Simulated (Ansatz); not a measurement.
Relaxed candidate structures of Mg₃Sb₂:

A. P6/mmm (No. 191), hP5; a = 6.019 Å, b = 6.019 Å, c = 5.754 Å, α = 90.00°, β = 90.00°, γ = 120.00°; Mg 3g (0.500, 0.500, 0.500); Sb 1a (0.000, 0.000, 0.000); Sb 1b (0.000, 0.000, 0.500)

B. R-3m, hexagonal axes (No. 166), hR5; a = b = 4.530 Å, c = 25.208 Å, α = β = 90.00°, γ = 120.00°; Sb 6c (0.000, 0.000, 0.402); Mg 3a (0.000, 0.000, 0.000); Mg 6c (0.000, 0.000, 0.233)

C. P2₁ (No. 4), mP10; a = 4.323 Å, b = 7.268 Å, c = 8.512 Å, α = γ = 90.00°, β = 96.93°; Mg 2a (0.081, 0.573, 0.211); Mg 2a (0.508, 0.908, 0.075); Mg 2a (0.821, 0.111, 0.411); Sb 2a (0.023, 0.203, 0.111); Sb 2a (0.371, 0.230, 0.616)

D. P-3m1 (No. 164), hP5; a = 4.5671 Å, b = 4.5671 Å, c = 7.2459 Å, α = 90.00°, β = 90.00°, γ = 120.00°; Sb 2d (0.333, 0.667, 0.229); Mg 1a (0.000, 0.000, 0.000); Mg 2d (0.667, 0.333, 0.366)

E. R-3c, hexagonal axes (No. 167), hR10, anti-corundum type; a = b = 7.3612 Å, c = 17.6087 Å, α = β = 90.00°, γ = 120.00°; Sb 12c (0.000, 0.000, 0.125); Mg 18e (0.265, 0.265, 0.750)

Order them by energy per atom (lowest first) at the level r2SCAN (plane waves to 500 eV, PAW, scalar-relativistic; Ansatz, a quantum-chemistry and plane-wave program).

D (reference, the lowest of the structures calculated here), E (+41 meV/atom), C (+53 meV/atom), B (+248 meV/atom), A (+0.89 eV/atom)

Each run could gain symmetry but not lose that of its start, so entries can be saddle points. From databases, or of a type measured for this composition: P-3m1, hP5; the others are generated cells (placed on structure types, drawn at random, substituted or restacked) that were not matched to a known phase here. Energies are at zero temperature and pressure, without zero-point motion. No spin polarisation in the result. Spin-orbit coupling is missing; with elements this heavy it can move band edges by tenths of an eV or more. Gaps of cells over 8 atoms come from the SCF mesh and high-symmetry points alone.
